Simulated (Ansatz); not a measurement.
Starting cell, Bi (A7 type, space group R-3m):

```
CELL_PARAMETERS angstrom
      2.26661     1.30863     3.88456
     -2.26661     1.30863     3.88456
      0.00000    -2.61726     3.88456
ATOMIC_POSITIONS crystal
  Bi 0.23718 0.23718 0.23718
  Bi 0.76282 0.76282 0.76282
```

In this cell atom 1 (Bi, nearest neighbour Bi at 3.091 Å; its periodic images, 4.5 Å or more away, move with it) is moved by u·(0.707, 0.707, 0.000) + v·(0.000, 0.000, 1.000); the rest is frozen.

These are PBE-D3(BJ) (plane waves to 420 eV, PAW, scalar-relativistic; Ansatz, a program for electronic structure) values and carry that method's errors. k mesh 10×10×10 (Γ-centred), Fermi-Dirac smearing 0.05 eV. The energy includes the smearing's −TS. Points where atoms come too close for the PAW data are left out (x in tables, blank in figures). With partly filled bands, energies and forces of such displacements shift with the k mesh and the smearing. Bi was relaxed with its symmetry unable to fall. Spin-orbit coupling is left out, though Bi is heavy. ΔE is measured from the undisplaced structure. Axes are in Å.

Q: What ΔE (meV/cell) does the calculation give at all points of the grid u = -1.020, -0.510, 0.000, 0.510, 1.020 by v = -1.020, -0.510, 0.000, 0.510, 1.020?

A: ΔE (meV/cell), with u across and v down:

```tsv
v \ u	-1.020	-0.510	0.000	0.510	1.020
-1.020	x	3826	2199	x	x
-0.510	3589	1528	636	2046	x
0.000	1513	275	0	411	2921
0.510	2398	304	14	209	1440
1.020	x	1632	431	1201	3043
```

(A displaced cell: forces are minus the slopes of the energy, force constants its curvatures, and phonons follow from these.)
